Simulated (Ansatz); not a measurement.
Consider the following.

SiNi6Ge:
```
CELL_PARAMETERS angstrom
      3.50072     0.00000     0.00000
      0.00000     3.50072     0.00000
      0.00000     0.00000     7.00117
ATOMIC_POSITIONS crystal
  Si 0.00000 0.00000 0.50000
  Ni 0.50000 0.50000 0.00000
  Ni 0.50000 0.50000 0.50000
  Ni 0.50000 0.00000 0.25672
  Ni 0.50000 0.00000 0.74328
  Ni 0.00000 0.50000 0.25672
  Ni 0.00000 0.50000 0.74328
  Ge 0.00000 0.00000 0.00000
```

This is the r²SCAN-relaxed structure.

All from DFT-r²SCAN in the program Ansatz with PAW potentials, unless another level is named. Predict the electronic character.

metallic (no gap).

And the density of states at the Fermi level?

0.55 states/eV per atom (mean over ±0.08 eV).

Next, the formation energy from the elements (no fitted shifts)?

-0.34 eV/atom.

Space group P4/mmm. The first step of the workflow began from a Materials Project structure, measured or hypothetical; the Crystallography Open Database copy checked does not list it. With Si and Ge taken as one species the cell has the higher symmetry Pm-3m, so it may be an ordered model of a mixed-site phase. Its standing as an ambient phase is unchecked. The r²SCAN relaxation kept the symmetry of its start; its stability against distortions is not shown here. No spin polarisation was allowed. The references are the lowest solids computed at this level, not always the standard phases. Scalar-relativistic: spin–orbit coupling is off unless named, which matters more the heavier the elements.

Potentials: the earlier of the program's two PAW sets.
